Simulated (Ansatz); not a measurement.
Relaxed NaCl (rock salt):

```xyz
2
Lattice="0.0000 2.8478 2.8478 2.8478 0.0000 2.8478 2.8478 2.8478 0.0000" Properties=species:S:1:pos:R:3 pbc="T T T"
Cl     0.0000     0.0000     0.0000
Na     2.8478     2.8478     2.8478
```

Scan: atom 2 (Na, nearest neighbour Cl at 2.848 Å; its periodic images, 4.0 Å or more away, move with it) is displaced along Cartesian z, direction (0.000, 0.000, 1.000) in Cartesian axes, by s. The other atoms stay.

Level of theory: PBE (plane waves to 420 eV, PAW, scalar-relativistic; Ansatz, a first-principles code). k mesh 8×8×8 (Γ-centred), Fermi-Dirac smearing 0.05 eV. Energies are smeared free energies. Left out: 2 of 11 points, with atoms too close for the PAW data. NaCl was relaxed with its symmetry unable to fall. The zero of ΔE is the undisplaced structure.

### Question
What ΔE (meV/cell) does the calculation give at s (Å) = -0.680, -0.510, -0.340, -0.170, 0.340, 0.680?

### Answer
```tsv
s (Å)	ΔE (meV/cell)
-0.680	631
-0.510	257
-0.340	87
-0.170	18
0.340	87
0.680	631
```

(A displaced cell: forces are minus the slopes of the energy, force constants its curvatures, and phonons follow from these.)
